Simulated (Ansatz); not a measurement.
The relaxed structure here is a generated cell of Pd: the first start was made by placing the elements on the sites of a structure type, and the end was not matched to a known phase here, so it may be hypothetical. Known forms of Pd include space group No. 225.

One stationary structure of Pd. Space group Pa-3 (No. 205). Computed with PBEsol (plane waves to 420 eV, PAW, scalar-relativistic; Ansatz, a program for electronic structure).

```xyz
8
Lattice="4.9439 0.0000 0.0000 0.0000 4.9439 0.0000 0.0000 0.0000 4.9439" Properties=species:S:1:pos:R:3 pbc="T T T"
Pd     0.7511     0.7511     0.7511
Pd     3.2231     1.7208     4.1927
Pd     4.1927     3.2231     1.7208
Pd     1.7208     4.1927     3.2231
Pd     4.1927     4.1927     4.1927
Pd     1.7208     3.2231     0.7511
Pd     0.7511     1.7208     3.2231
Pd     3.2231     0.7511     1.7208
```

* **Volume per atom**: 15.10 Å³
* **Band gap**: no gap (metallic)
* **Shortest distances**: Pd–Pd 2.60 Å
* **k-mesh**: 10×10×10

Band energies at high-symmetry points (eV from the Fermi level; labels of this space group; no spin-orbit coupling), from −5 eV up to 1.1 eV:

```
point                                                                                                                                                                                                                                                             energies
-----  -------------------------------------------------------------------------------------------------------------------------------------------------------------------------------------------------------------------------------------------------------------------
Γ                          -4.70 -4.70 -4.70 -4.27 -4.27 -4.27 -3.80 -3.80 -3.80 -3.64 -3.64 -3.64 -3.26 -3.26 -3.00 -2.87 -2.87 -2.87 -2.79 -2.72 -2.72 -2.46 -2.46 -2.46 -1.94 -1.94 -1.94 -1.25 -1.25 -1.25 -1.25 -1.25 -1.25 -0.81 -0.81 -0.38 -0.38 -0.38 -0.21 -0.21
X                                        -4.47 -4.47 -4.42 -4.42 -3.82 -3.82 -3.52 -3.52 -3.50 -3.50 -3.42 -3.42 -3.00 -3.00 -2.83 -2.83 -2.55 -2.55 -2.36 -2.36 -1.90 -1.90 -1.48 -1.48 -1.42 -1.42 -1.23 -1.23 -0.97 -0.97 -0.50 -0.50 -0.34 -0.34 -0.11 -0.11 0.07 0.07
M      -4.94 -4.94 -4.94 -4.94 -4.55 -4.55 -4.55 -4.55 -4.17 -4.17 -4.17 -4.17 -3.30 -3.30 -3.30 -3.30 -2.76 -2.76 -2.76 -2.76 -2.43 -2.43 -2.43 -2.43 -1.83 -1.83 -1.83 -1.83 -1.10 -1.10 -1.10 -1.10 -0.60 -0.60 -0.60 -0.60 -0.05 -0.05 -0.05 -0.05 0.22 0.22 0.22 0.22
R                          -4.62 -4.62 -4.62 -4.62 -4.61 -4.61 -4.61 -4.61 -4.35 -4.35 -4.35 -4.35 -3.33 -3.33 -3.33 -3.33 -3.09 -3.09 -3.09 -3.09 -2.53 -2.53 -2.53 -2.53 -1.24 -1.24 -1.24 -1.24 -0.73 -0.73 -0.73 -0.73 -0.37 -0.37 -0.37 -0.37 -0.35 -0.35 -0.35 -0.35
X1                                       -4.47 -4.47 -4.42 -4.42 -3.82 -3.82 -3.52 -3.52 -3.50 -3.50 -3.42 -3.42 -3.00 -3.00 -2.83 -2.83 -2.55 -2.55 -2.36 -2.36 -1.90 -1.90 -1.48 -1.48 -1.42 -1.42 -1.23 -1.23 -0.97 -0.97 -0.50 -0.50 -0.34 -0.34 -0.11 -0.11 0.07 0.07
```

No spin polarisation in the result. A magnetic state may lie lower.

The run could not lower the symmetry of its start; a shaken copy of this end point relaxes with PBEsol to P6₃/mmc (No. 194), 0.14 eV/atom lower.
